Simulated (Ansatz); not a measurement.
## CuPd (Pm-3m): what a change of settings does

```xyz
2
Lattice="2.8879 0.0000 0.0000 0.0000 2.8879 0.0000 0.0000 0.0000 2.8879" Properties=species:S:1:pos:R:3 pbc="T T T"
Cu    0.0000    0.0000    0.0000
Pd    1.4440    1.4440    1.4440
```

The cell was relaxed at 10 GPa.

The conventional cell has a = 2.888 Å, b = 2.888 Å, c = 2.888 Å, α = 90.00°, β = 90.00°, γ = 90.00°. Cu (atom 1) has 8 Pd at 2.50 Å as nearest neighbours. Around Pd (atom 2) lie 8 Cu at 2.50 Å.

Computed, not measured; unless marked otherwise by LDA, PAW on Ansatz 0.2.0's default frozen-core files (fitted under PBE), scalar-relativistic. k mesh 16×16×16, strains of ±0.005, Fermi-Dirac smearing of 0.100 eV, cutoff 420 eV. The cell was relaxed by PAW under this functional.

With these settings the run gives C11 = 283.9, C44 = 138.1 GPa and B_V = 256.6 GPa (relaxed ions).

(1) The run is repeated in the same cell with kpoints.mp_grid.shift from its default to [0.5, 0.5, 0.5]. What moves, and by how much?

Results:

(1) C11: -0.4 %; C44: +0.45 %; B_V: +0.01 %.

Caveats: frozen-core PAW files fitted under PBE, their cores solved anew for the functional of the run; responses of metals move with mesh and smearing.
